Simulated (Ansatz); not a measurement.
CaIn2Au (space group Cmcm)

```
CaIn2Au
1.0
    2.25043    -5.30492     0.00000
    2.25043     5.30492     0.00000
    0.00000     0.00000     7.42886
Ca In Au
2 4 2
Direct
  0.92318   0.07682   0.75000
  0.07682   0.92318   0.25000
  0.63390   0.36610   0.94998
  0.36610   0.63390   0.05002
  0.36610   0.63390   0.44998
  0.63390   0.36610   0.55002
  0.20968   0.79032   0.75000
  0.79032   0.20968   0.25000
```

The slice is a (010) plane (indices of the conventional cell) through the point (0.923, 0.077, 0.750) (fractional), spanned by u = [110] and v = [001] in vectors of this cell: u (4.50 Å) and v (7.43 Å, at 90° to u). It covers one period; positions are fractions (u, v).

These are LDA (plane waves to 420 eV, PAW, scalar-relativistic; Ansatz, a program for electronic structure) values and carry that method's errors. k mesh 11×11×7. These are valence fields of a PAW run, semicore shells included where kept as valence: close to a nucleus they are smooth pseudo fields. CaIn2Au was relaxed with its symmetry unable to fall. Spin-orbit coupling is left out, though Au is heavy.

Problem. Predict the map of the valence electron density on the slice.

Solution. 
```
|999977441100000000000011447799|
|777755221100001111000011225577|
|444422111111112222111111112244|
|111100111122223333222211110011|
|000000112233445555443322110000|
|000000112244667777664422110000|
|000000113344668888664433110000|
|000011112244667777664422111100|
|111111112233556666553322111111|
|222211112222333333332222111122|
|222222111111222222221111112222|
|222222111111112222111111112222|
|222222111111222222221111112222|
|222211112222333333332222111122|
|111111112233556666553322111111|
|000011112244667777664422111100|
|000000113344668888664433110000|
|000000112244667777664422110000|
|000000112233445555443322110000|
|111100111122223333222211110011|
|444422111111112222111111112244|
|777755221100001111000011225577|
|999977441100000000000011447799|
|999988441100000000000011448899|
```
Scale: ten equal steps from -1.24 (start of '0') to 0.84 (end of '9'), in the order '0123456789'. Values: log₁₀ of the valence density in e/Å³. The map has 15 points along u (two characters each, u = 0 at the left) and 24 along v (v = 0 in the bottom row). The scale is logarithmic, as a density can span decades between atoms and voids.
